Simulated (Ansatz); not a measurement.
B:
```yaml
crystal:
  lattice:
    - [-2.31632, 2.31632, 2.31632]
    - [2.31632, -2.31632, 2.31632]
    - [2.31632, 2.31632, -2.31632]
  atoms:
    - { symbol: B, position: [0.00000, 0.25000, 0.50000] }
    - { symbol: B, position: [0.25000, 0.50000, 0.00000] }
    - { symbol: B, position: [0.50000, 0.00000, 0.25000] }
    - { symbol: B, position: [0.25000, 0.25000, 0.25000] }
```

Relaxed with PBEsol. Plane-wave PAW PBEsol (Ansatz code) gives a gap of 1.41 eV.

### Question
What gap does HSE06 give on the same cell (Ansatz, PAW)?

### Answer
2.42 eV, 1.02 eV more. The hybrid was solved on a coarser mesh and at special points; the gap given is the minimum over both.

```json
[
 {"k": "Γ", "v1 PBEsol": "-1.68", "c1 PBEsol": "1.43", "v1 HSE06": "___", "c1 HSE06": "___"},
 {"k": "H", "v1 PBEsol": "-2.56", "c1 PBEsol": "4.60", "v1 HSE06": "___", "c1 HSE06": "___"},
 {"k": "P", "v1 PBEsol": "-0.13", "c1 PBEsol": "3.37", "v1 HSE06": "___", "c1 HSE06": "___"},
 {"k": "N", "v1 PBEsol": "-1.40", "c1 PBEsol": "2.83", "v1 HSE06": "-1.35", "c1 HSE06": "3.78"}
]
```

### Question
Top valence (v1) and lowest conduction level (c1) in eV from each method's valence maximum (which need not be a listed point): supply the withheld HSE06 values.

### Answer

- H, v1 HSE06: -2.71
- H, c1 HSE06: 6.13
- P, v1 HSE06: -0.15
- P, c1 HSE06: 4.55
- Γ, v1 HSE06: -1.87
- Γ, c1 HSE06: 2.47

Cost on shared cores: the PBEsol run (SCF on a 8×8×8 mesh, then bands and DOS) around 10 core-seconds (rough), the HSE06 run (SCF on 6×6×6, then a few points) about 70 core-seconds (a rough figure); the tasks are unlike.

Space group I4_132. The start of the workflow was typed in or built on a structure type; neither database checked (COD, Materials Project) lists it. It is not the phase usual at ambient conditions (space group No. 166). The cell was relaxed with PBEsol under the symmetry of its start; phonons show weakly imaginary modes.

Potentials: the earlier of the program's two PAW sets. The files were generated under PBE; for other functionals the program regenerates the frozen cores, and for LDA and PBEsol the local potential too.
